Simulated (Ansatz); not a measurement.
A geometry of HfO2 away from equilibrium: step 2 of the relaxation of a relaxed HfO2 cell, doubled along one cell vector, shaken by Gaussian noise of σ = 0.08 Å a coordinate. Calculation: PBE (plane waves to 420 eV, PAW, scalar-relativistic; Ansatz, a program for electronic structure). Γ-centred k-mesh 5×5×2 on the run's cell (coarser than for final values), Fermi–Dirac smearing 0.05 eV.

```xyz
12
Lattice="4.4957 0.0097 0.0094 0.0097 4.4760 -0.0001 0.0246 -0.0003 11.8714" Properties=species:S:1:pos:R:3 pbc="T T T"
Hf     0.0131    -0.1375     4.4949
Hf    -0.0895     0.0705    10.4244
Hf     0.0717    -0.0982     1.4709
Hf    -0.0228     0.0506     7.3980
O      3.5207     3.5134     0.0369
O      3.5313     3.5073     6.0042
O      0.9844     0.8709    -0.0194
O      0.8984     0.9847     5.8850
O      3.5733     0.8286     2.9588
O      3.5735     0.9759     8.8816
O      0.9098     3.5214     3.0191
O      0.8801     3.6019     8.9393
```

Task: Predict the force on each atom, in eV/Å.

Result: 
| atom | Fx | Fy | Fz |
|---|---|---|---|
| Hf1 | -1.14 | 1.49 | -0.76 |
| Hf2 | 0.23 | -0.65 | -1.28 |
| Hf3 | -0.55 | 0.46 | 0.87 |
| Hf4 | 0.35 | -0.14 | 1.21 |
| O5 | 0.31 | 0.18 | -0.01 |
| O6 | 0.03 | 0.02 | 0.18 |
| O7 | -0.15 | 0.15 | 0.17 |
| O8 | -0.12 | -0.48 | -0.03 |
| O9 | 0.25 | -0.17 | 0.15 |
| O10 | -0.83 | 0.77 | -0.03 |
| O11 | 1.64 | -1.68 | -0.68 |
| O12 | 0.00 | 0.04 | 0.21 |

Task: What is the pressure?

Result: +0.8 GPa, compression positive.

No spin polarisation in the result.

The end of the path is a generated cell of HfO2: the first start was made by a random draw of sites in a space group, and the end was not matched to a known phase here, so it may be hypothetical. Known forms of HfO2 include space group No. 14, 29, 137, 225.
